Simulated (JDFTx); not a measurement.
Reference run:

Au(111) slab cut from bulk Au (space group Fm-3m, indices of the conventional cell, lattice of the Materials Project entry mp-81, not re-optimised): 4 atoms in 4 planes, a 1x1 cell of 7.53 Å² (|a| = 2.950, |b| = 2.950 Å), 7.2 Å between the outermost planes, cell height 23.2 Å, 8×8×1 k mesh, Fermi smearing 0.01 Ha, no spin polarisation.

Reference level: PBE, GBRV ultrasoft potentials, plane waves to 20/100 Ha, in a modified build of JDFTx. Unrelaxed; liquid: CANDLE, water, 1 M KF. Potentials refer to SHE, placed 4.44 V below the bulk liquid's zero by convention.

| density cutoff alone | work function (eV) | U_pzc (V) | mean C above U_pzc (μF/cm²) | k states × plane waves | cycles, vacuum run | rough core time, vacuum run |
|---|---|---|---|---|---|---|
| 80 Ha | 5.23 | 0.52 | 11 over 0.5 V | 10 × 5035 | 19 | 80 s |
| 100 Ha | 5.23 | 0.52 | 11 over 0.5 V | 10 × 5035 | 19 | 90 s |
| 130 Ha | 5.23 | 0.52 | 11 over 0.5 V | 10 × 5035 | 19 | 2 min |
| 200 Ha | 5.22 | 0.52 | 11 over 0.5 V | 10 × 5035 | 19 | 2 min |

The work function stays within 0.01 eV over all these settings; capacitances repeat to about ±0.2 μF/cm². The times are rough (shared hosts); only ratios past two mean anything.
